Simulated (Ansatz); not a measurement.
**SiC: reading a single point**

```
CELL_PARAMETERS angstrom
1.54796 2.68115 0.00000
-1.54796 2.68115 0.00000
0.00000 0.00000 15.19807
ATOMIC_POSITIONS crystal
Si 0.00000 0.00000 0.00000
Si 0.00000 0.00000 0.50000
Si 0.33333 0.33333 0.16640
Si 0.66667 0.66667 0.66640
Si 0.66667 0.66667 0.33290
Si 0.33333 0.33333 0.83290
C 0.33333 0.33333 0.04120
C 0.66667 0.66667 0.54120
C 0.66667 0.66667 0.20800
C 0.33333 0.33333 0.70800
C 0.00000 0.00000 0.37460
C 0.00000 0.00000 0.87460
```

The numbers come from plane-wave PAW DFT (Ansatz): r2SCAN, no spin polarisation, 500 eV, 9×9×2 Γ-centred k points, fermi-dirac occupations (width 0.1 eV). Nothing was relaxed.

(1) What is the formation energy?

(2) What is the band gap?

(3) Is the cell too large or too small?

(4) Which atom feels the largest force, and which way?

Origin: a database entry at a rescaled volume.

## Answers

(1) -0.30 eV an atom against the elements' usual phases (free molecules for gases, crystals otherwise, with no correction for O₂ or N₂), so it is bound against them; other compounds may still compete. Relaxing would lower it.

(2) The gap is 2.38 eV, indirect (the least direct gap found is 3.53 eV).

(3) The pressure is -3.8 GPa (compression positive), so with the atoms held at these fractions the cell would first shrink.

(4) The largest is on C7 (and as large on other atoms): 0.19 eV/Å, components (0.00, 0.00, 0.19). It makes 109° with the line to a nearest neighbour, Si1 at 1.89 Å.
